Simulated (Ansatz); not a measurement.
**Cs2RbInF6 (Fm-3m), zone-centre modes**

Theory: DFT PBEsol, scalar-relativistic, plane waves, PAW in Ansatz. The runs took a 420 eV cutoff, a Γ-centred 4×4×4 mesh and Gaussian smearing (0.05 eV). No spin polarisation.

Reference structure (relaxed at this level; it needn't be the usual structure):

```
CELL_PARAMETERS angstrom
0.00000 4.71771 4.71771
4.71771 0.00000 4.71771
4.71771 4.71771 0.00000
ATOMIC_POSITIONS crystal
Cs 0.75000 0.75000 0.75000
Cs 0.25000 0.25000 0.25000
Rb 0.50000 0.50000 0.50000
In 0.00000 0.00000 0.00000
F 0.77925 0.22075 0.22075
F 0.22075 0.22075 0.77925
F 0.22075 0.77925 0.77925
F 0.22075 0.77925 0.22075
F 0.77925 0.22075 0.77925
F 0.77925 0.77925 0.22075
```

Harmonic modes by finite displacements of 0.02 Å, without the LO–TO term.

(1) At this geometry, is the structure stable against these modes?

(2) List the wavenumbers in cm⁻¹.

## Answers

(1) No: 3 modes are unstable, the strongest at 63i cm⁻¹.

(2) 63i, 63i, 63i, 0, 0, 0, 36, 36, 36, 37, 37, 37, 91, 91, 91, 114, 114, 114, 178, 178, 178, 188, 188, 188, 377, 377, 441, 441, 441, 493.

Cost: 1 run of about 1.5 core-minutes, on Arm Neoverse V1 (shared hosts).